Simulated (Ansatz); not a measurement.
Input:

Ga₃Pt₂:
```yaml
crystal:
  lattice:
    - [4.24696, 0.00000, 0.00000]
    - [-2.12348, 3.67798, 0.00000]
    - [0.00000, 0.00000, 5.23764]
  atoms:
    - { symbol: Pt, position: [0.33333, 0.66667, 0.16613] }
    - { symbol: Pt, position: [0.66667, 0.33333, 0.83387] }
    - { symbol: Ga, position: [0.00000, 0.00000, 0.00000] }
    - { symbol: Ga, position: [0.33333, 0.66667, 0.64405] }
    - { symbol: Ga, position: [0.66667, 0.33333, 0.35595] }
```

This is the r²SCAN-relaxed structure.

Question: All from r²SCAN in the plane-wave PAW code Ansatz, unless another level is named. Predict the density of states at the Fermi level.

Answer: 0.25 states/eV per atom (mean over ±0.08 eV).

Question: What about the formation energy from the elements (no fitted shifts)?

Answer: -0.64 eV/atom.

Space group P-3m1 (La2O3 or Ni2Al3 type). The workflow started from an entry of the Crystallography Open Database (COD). Whether it is the stable phase at ambient conditions was not checked. The cell was relaxed with r²SCAN under the symmetry of its start; its stability against distortions is not shown here. No spin polarisation was allowed. The references are the lowest solids computed at this level, not always the standard phases. Spin–orbit coupling is left out wherever it is not named.

Potentials: the later of the program's two PAW sets.
